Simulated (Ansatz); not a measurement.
Relaxed InP (zinc blende):

```xyz
2
Lattice="0.0000 2.9798 2.9798 2.9798 0.0000 2.9798 2.9798 2.9798 0.0000" Properties=species:S:1:pos:R:3 pbc="T T T"
P      4.4696     4.4696     4.4696
In     0.0000     0.0000     0.0000
```

In this cell atom 1 (P, nearest neighbour In at 2.581 Å; its periodic images, 4.2 Å or more away, move with it) is moved by u·(0.707, 0.707, 0.000) + v·(0.000, 0.000, 1.000); the rest is frozen.

Computed with PBE (plane waves to 420 eV, PAW, scalar-relativistic; Ansatz, a first-principles code). k mesh 8×8×8 (Γ-centred), Fermi-Dirac smearing 0.05 eV. Energies are smeared free energies. Points where atoms come too close for the PAW data are left out (x in tables, blank in figures). As the smearing reaches across the gap at some points, energies and forces of such displacements shift with the k mesh and the smearing. InP was relaxed with its symmetry unable to fall. ΔE is measured from the undisplaced structure. Axes are in Å.

```json
[
 {"ΔE (eV/cell)": "v = -0.850", "u = -0.850": "?", "u = -0.425": "1.679", "u = 0.000": "2.012", "u = 0.425": "1.679", "u = 0.850": "?"},
 {"ΔE (eV/cell)": "v = -0.425", "u = -0.850": "?", "u = -0.425": "0.651", "u = 0.000": "0.611", "u = 0.425": "0.651", "u = 0.850": "?"},
 {"ΔE (eV/cell)": "v = 0.000", "u = -0.850": "3.209", "u = -0.425": "0.692", "u = 0.000": "0.000", "u = 0.425": "0.692", "u = 0.850": "3.209"},
 {"ΔE (eV/cell)": "v = 0.425", "u = -0.850": "x", "u = -0.425": "?", "u = 0.000": "0.611", "u = 0.425": "?", "u = 0.850": "x"},
 {"ΔE (eV/cell)": "v = 0.850", "u = -0.850": "x", "u = -0.425": "x", "u = 0.000": "2.012", "u = 0.425": "x", "u = 0.850": "x"}
]
```

Question: What belongs in the gaps?

Answer: 
- v = -0.850, u = -0.850: 1.050
- v = -0.850, u = 0.850: 1.050
- v = -0.425, u = -0.850: 0.993
- v = -0.425, u = 0.850: 0.993
- v = 0.425, u = -0.425: 2.551
- v = 0.425, u = 0.425: 2.551

(For displaced atoms, the force is minus the slope of the energy, and its curvature is a force constant, which sets phonon frequencies.)
